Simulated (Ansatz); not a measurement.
Starting cell, CuI (zinc blende):

```yaml
crystal:
  lattice:
    - [0.00000, 6.07934, 6.07934]
    - [3.03967, 0.00000, 3.03967]
    - [3.03967, 3.03967, 0.00000]
  atoms:
    - { symbol: I, position: [0.37500, 0.75000, 0.75000] }
    - { symbol: I, position: [0.87500, 0.75000, 0.75000] }
    - { symbol: Cu, position: [0.00000, 0.00000, 0.00000] }
    - { symbol: Cu, position: [0.50000, 0.00000, 0.00000] }
```

In each cell atom 2 (I, nearest neighbour Cu at 2.632 Å; its periodic images, 4.3 Å or more away, move with it) moves by s·(-0.577, -0.577, 0.577) (towards the nearest neighbour), the rest being held.

These are PBE (plane waves to 420 eV, PAW, scalar-relativistic; Ansatz, a first-principles code) values and carry that method's errors. k mesh 4×8×8 (Γ-centred), Fermi-Dirac smearing 0.05 eV. E stands for the smeared free energy. CuI is run without spin polarisation. CuI was relaxed with its symmetry unable to fall. Spin-orbit coupling is left out, though I is heavy. The zero of ΔE is the undisplaced structure.

```
s (Å)   ΔE (meV/cell)
------  -------------
-0.260           74.9
-0.208           51.3
-0.156           30.9
-0.104           14.8
-0.052            4.0
0.000             0.0
0.052             4.6
0.104        withheld
0.156            49.3
0.208            95.6
0.260           163.2
```

Q: Fit a polynomial form (powers 2, 3, 4) to the given rows and predict ΔE at s = 0.104.

A: Least squares on the 10 given rows: ΔE = (1586)·s² + (2498)·s³ + (2588)·s⁴, in meV/cell with s in Å; root-mean-square residual 0.23 meV/cell. At 0.104 the fit gives 20.3 meV/cell; the calculation gives 20.2 meV/cell, so the interpolation is off by 0.1 (+0.5 %). The quadratic term alone would give 17.2 meV/cell.

(For displaced atoms, the force is minus the slope of the energy, and its curvature is a force constant, which sets phonon frequencies.)
